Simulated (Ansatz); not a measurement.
Level: r2SCAN, no spin polarisation; 500 eV; 4×4×4 Γ-centred mesh; gaussian occupations (width 0.0241 eV); Ansatz 0.2.0, fixed geometry.

Computed maps in the lattice plane spanned by b (left to right, 7.89 Å, 24 points from zero) and c (bottom to top, 7.89 Å, 24 points from zero), 60° apart, at height 0.250 along a. The fields are smooth PAW ones with compensation charges, not the true ones near nuclei.

Valence density. Digits on a logarithmic scale: 0 up to 0.03 e/Å³, each further digit a factor of 1.6, 9 from 1.3 e/Å³ up:
```
233443200000023443322112
345665421000124566543111
346788753100135788764311
347899975300035799987432
246897997520025799798642
235797098631013689079753
223689999742112479999863
212468998753111357899864
200245777643111134677754
100013455532111112355543
000000223321111111123322
000000001100011111000110
012332100000012332100000
024565420000023454320000
035788753000135677653100
036899986300135789875310
025899998520025799997520
014799799741024799099742
002589999852003589779853
100368999863001468999864
200035788753000246788764
200002456542000023567653
210000123321000012344443
222210000000001222223332
```

ELF. Ten even steps from '0' (0.00) to '9' (0.88):
```
025776300000036775200000
268999862000268999862000
379999997200279999997300
279999999600069999999720
069984799830038997489960
028994289950005998249982
005999789961001699879995
101799999971000179999997
300379999961000016999997
200026899851000001589986
000000367630000000036763
000000002200000000000220
002442000000001111000000
026888620000035676530000
048999984000268999986200
048999998400279999999720
028993399820069998899960
006993039960038997279983
002899339982006999449996
200489999984002799989997
300048999984000379999997
100002688862000015899985
000000024420000000267762
001320000000002310002320
```

**Question.** The cell is Rb3ScCl6. Which atoms lie within 0.2 Å of this plane, and where (fractions of b and c)?

**Answer.** Rb at (0.25, 0.25), Cl at (0.76, 0.76), Cl at (0.76, 0.24), Cl at (0.24, 0.76). The whole cell:
```
Rb Cl Sc
1.0
     0.00000    5.57748    5.57748
     5.57748    0.00000    5.57748
     5.57748    5.57748    0.00000
Rb Cl Sc
3 6 1
Direct
  0.25000 0.25000 0.25000
  0.75000 0.75000 0.75000
  0.50000 0.50000 0.50000
  0.23800 0.76200 0.76200
  0.76200 0.23800 0.76200
  0.76200 0.23800 0.23800
  0.23800 0.76200 0.23800
  0.76200 0.76200 0.23800
  0.23800 0.23800 0.76200
  0.00000 0.00000 0.00000
```

Origin: a known structure type with other elements, at an estimated volume, so it need not be a known compound. Caveats: atoms or cell far from equilibrium.
